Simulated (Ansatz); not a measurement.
A geometry of ZnSnP$_{2}$ away from equilibrium: step 2 of the relaxation of a relaxed ZnSnP2 cell displaced along its unstable phonon at q = (½, 0, 0) of its primitive reciprocal cell (82i cm⁻¹), largest move 0.15 Å. Level of theory: PBE (plane waves to 420 eV, PAW, scalar-relativistic; Ansatz, an electronic-structure program). Γ-centred k-mesh 5×7×7 on the run's cell (coarser than for final values), Fermi–Dirac smearing 0.05 eV.

```
CELL_PARAMETERS angstrom
      7.34698     0.00000     0.00000
      0.00000     2.55145     5.29293
      0.00000    -2.55145     5.29293
ATOMIC_POSITIONS crystal
  P  0.25000 0.43777 0.84032
  P  0.75000 0.45411 0.88470
  P  0.25000 0.88470 0.45411
  P  0.75000 0.84032 0.43777
  Zn 0.00000 0.11117 0.11117
  Zn 0.50000 0.11117 0.11117
  Sn 0.25000 0.39334 0.37301
  Sn 0.75000 0.37301 0.39334
```

**Question.** What forces act on the atoms (eV/Å)?

**Answer.** 
```tsv
atom	Fx	Fy	Fz
P1	0.00	0.09	-0.17
P2	0.00	0.03	-0.02
P3	0.00	-0.03	-0.02
P4	0.00	-0.09	-0.17
Zn5	0.00	0.00	0.07
Zn6	0.00	0.00	0.07
Sn7	0.00	-0.01	0.13
Sn8	0.00	0.01	0.13
```

**Question.** What is the pressure?

**Answer.** -0.1 GPa, compression positive.

**Question.** How far above the relaxed end point is this geometry?

**Answer.** 0.03 eV/atom; the path ends in Ama2 (No. 40).

No spin polarisation in the result.

The run could not lose the symmetry of its start: the end is stationary, and may be a saddle point rather than a minimum.

The end of the path is a generated cell of ZnSnP2: the first start was made by placing the elements on the sites of a structure type, and the end was not matched to a known phase here, so it may be hypothetical.
